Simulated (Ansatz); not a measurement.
# Ti: from a starting cell to a relaxed one

The start is a relaxed Ti cell displaced along its unstable phonon at q = (½, 0, 0) of its primitive reciprocal cell (149i cm⁻¹), largest move 0.15 Å. The structure is fully relaxed (lattice and positions, P = 0) with PBEsol (plane waves to 420 eV, PAW, scalar-relativistic; Ansatz, a first-principles code). The first steps use a coarse 6×12×12 k-mesh.

Input geometry:
```
CELL_PARAMETERS angstrom
      5.18786     0.00000     0.00000
      0.00000     2.59393     0.00000
      0.00000     0.00000     2.59393
ATOMIC_POSITIONS crystal
  Ti 0.25000 0.50000 0.44217
  Ti 0.75000 0.50000 0.55783
```

* **Largest initial force**: 0.63 eV/Å, on Ti1, Ti2 (atoms numbered as listed)
* **Energy released**: 0.44 eV/atom
* **Volume change**: -3.2 %, from 17.45 to 16.90 Å³/atom
* **Relative to the parent**: It does not go back: it reaches P6/mmm (No. 191), AFLOW prototype A_hP1_191_a (A_f, as in Sn), 0.49 eV/atom below the parent
* **Band gap at the end**: zero (metallic)
* **Optimiser moves**: 11

Final structure:

Space group P6/mmm (No. 191); a = 2.6896 Å, b = 2.6896 Å, c = 2.6977 Å, α = 90.00°, β = 90.00°, γ = 120.00°

| atom | site | symmetry | x | y | z |
|---|---|---|---|---|---|
| Ti | 1b | 6/mmm | 0.0000 | 0.0000 | 0.5000 |

Final values are on a 20×20×17 k-mesh of the relaxed cell. No spin polarisation in the result.

The run could not lose the symmetry of its start, so the end can be a saddle point.

The relaxed structure here is a generated cell of Ti: the first start was made by placing the elements on the sites of a structure type, and the end was not matched to a known phase here, so it may be hypothetical. Known forms of Ti include space group No. 194.
